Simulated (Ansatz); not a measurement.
Fe (bcc (W type), Im-3m) under volume change, plane-wave PAW PBEsol (Ansatz code), scaled uniformly.

```tsv
V (Å³/atom)	E − E(relaxed) (meV/atom)	P (GPa)
9.833	76.6	27.35
10.158	32.3	16.79
10.482	7.6	7.78
10.806	0.0	0.03
11.130	6.4	-6.09
11.454	23.7	-10.86
11.779	50.2	-15.29
```

Question: What does a third-order Birch–Murnaghan fit give for V₀, B₀ and B′?

Answer: V₀ = 10.82 Å³/atom, B₀ = 224 GPa, B′ = 5.3.

The PBEsol relaxation kept the symmetry of its start. Magnetic state: ferromagnetic, chosen from 3 collinear starts compared on coarse meshes (ties went to the first, and starts can fall back to one state), not a proven ground state. Textbook magnetic order: ferromagnetic.

Potentials: the earlier of the program's two PAW sets. The files were generated under PBE; for other functionals the program regenerates the frozen cores, and for LDA and PBEsol the local potential too.
